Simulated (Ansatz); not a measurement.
# One input, then a changed one: P (begun as hcp type, now distorted hcp)

First run: DFT, PBEsol, PAW with Ansatz's default frozen-core files, scalar-relativistic (Ansatz 0.2.0).

Command: `ansatz run input.yaml --threads 1 --pin off --max-ram 2048MiB --backend cpu --events-out ev --progress --plain --runs-dir out` It took 3.7 s on 1 thread of Arm Neoverse V1 (shared host), peak memory 0.3 GiB.

```yaml
crystal:
  lattice:
    - [3.2459426066, 0.0, 0.0]
    - [-1.6229713033, 2.8110687566, 0.0]
    - [0.0, 0.0, 3.1945237724]
  atoms:
    - { symbol: P, position: [0.3333333333, 0.6666666667, 0.25] }
    - { symbol: P, position: [0.6666666667, 0.3333333333, 0.75] }
kpoints:
  mp_grid: { grid: [16, 16, 9] }
  band_path:
    path:
      - [0.0, 0.0, 0.0]
      - [0.5, 0.0, 0.0]
      - [0.3333333333, 0.3333333333, 0.0]
      - [0.0, 0.0, 0.0]
      - [0.0, 0.0, 0.5]
      - [0.5, 0.0, 0.5]
      - [0.3333333333, 0.3333333333, 0.5]
      - [0.0, 0.0, 0.5]
      - [0.5, 0.0, 0.5]
    npoints: 8
scf:
  occupations: { method: fermi_dirac, width: 0.08 }
hamiltonian:
  xc: pbesol
  pseudopotentials: { kind: paw }
output:
  forces: true
  stress: true
  eigenvalues: true
  populations: true
  dos: { projected: true, de: 0.2, e_range: [-14, 8] }
```

The cell comes from a relaxation on PAW files under the same functional, begun from a prototype that needn't be the stable phase.

This run: the series' base cell.

It converges in 6 SCF iterations at a pressure of 0.01 GPa, cutoff 420 eV.

The input is then changed:

```diff
   occupations: { method: fermi_dirac, width: 0.08 }
+  mixing: { preconditioner: kerker_dos }
 hamiltonian:
   populations: true
-  dos: { projected: true, de: 0.2, e_range: [-14, 8] }
```

Question: Predict the outcome of the changed run.

Answer: It converges in 6 SCF iterations at a pressure of 0.01 GPa, cutoff 420 eV, free energy 0.0 meV/atom against the first run's. Results part of its log:
```
SCF 1 converged in 6 iterations: F = -1479.535240 eV  dr2 = 3.70e-10
  greatest PAW one-centre occupation: 0.812 electrons in one spin orbital (limit 2), on the P atom at site 1 (counted from 0), in its partial waves of l = 0
NSCF: frozen V_eff on 65 k-points
SCF converged after 6 iterations
Free energy (F): -1479.535240 eV
Harris-Foulkes:  -1479.535240 eV  (|F-HF|=1.48e-10)
Internal energy: -1479.517476 eV  (E = F + TS)
E sigma→0 (E₀):  -1479.526358 eV
Entropy (-TS):   -0.017765 eV (-8.882 meV/atom)
Fermi energy:    11.006997 eV
--- Per-component energies (eV) ---
  E_band       = 42.778097
  E_kinetic    = 142.388632
  E_local      = -51.968944  (includes V_loc(G=0)·N_el)
  E_nonlocal   = 67.212570
  E_hartree    = 11.690642
  E_xc         = -123.249541
  E_vxc        = -123.131484  (∫ρ·V_xc dr)
  E_paw        = -1107.987783  (= ΣΔE_a)
  E_vpaw       = -15.103969  (= ΣTr[D̂ρ^β])
  E_aug_tail   = 0.000007  (compensation charges beyond the density's cutoff)
  E_ewald      = -417.695250
  E_core_change = 0.092192  (= ΣΔE_core)
  E_smearing   = -0.017765  (= −TS)
  E_closure    = -0.000000  (closes the sum)
  Σ components = -1479.535240   (vs F -1479.535240, Δ=0.00e0)
--- Forces (eV/Å), atoms counted from 1 ---
  atom   1  P      0.00000000    -0.00000000     0.00000000
  atom   2  P      0.00000000     0.00000000     0.00000000
  max |Σ_I F_I| component: 0.00e0 eV/Å
--- Stress (GPa, compression-positive) ---
        0.008089       0.000000       0.000000
        0.000000       0.008089       0.000000
        0.000000       0.000000       0.000868
  P = ⅓ Tr σ = 0.0057 GPa (0.057 kbar)
--- Band table (eV; the first three rows and the last of 150) ---
  k-point 0: bands = ["-5.6023", "6.8881", "7.8562", "9.2863", "9.2863", "13.2605", "13.2605", "13.6002", "19.4714"]
  k-point 1: bands = ["-5.4317", "4.8525", "9.4352", "9.4352", "9.6976", "13.3476", "13.3476", "14.2261", "18.9756"]
  k-point 2: bands = ["-4.9209", "2.5274", "9.8781", "9.8781", "11.3156", "13.5211", "13.5211", "16.2029", "17.8342"]
  k-point 149: bands = ["1.1212", "1.5669", "3.7037", "4.1405", "6.1477", "7.6331", "18.2417", "18.4073", "21.0941"]
--- Löwdin populations: 2 sites ---
  site symbol       q [e]
     0      P      4.8972
     1      P      4.8972
  spilling = 0.020563 (of n_electrons = 10.000000)
```
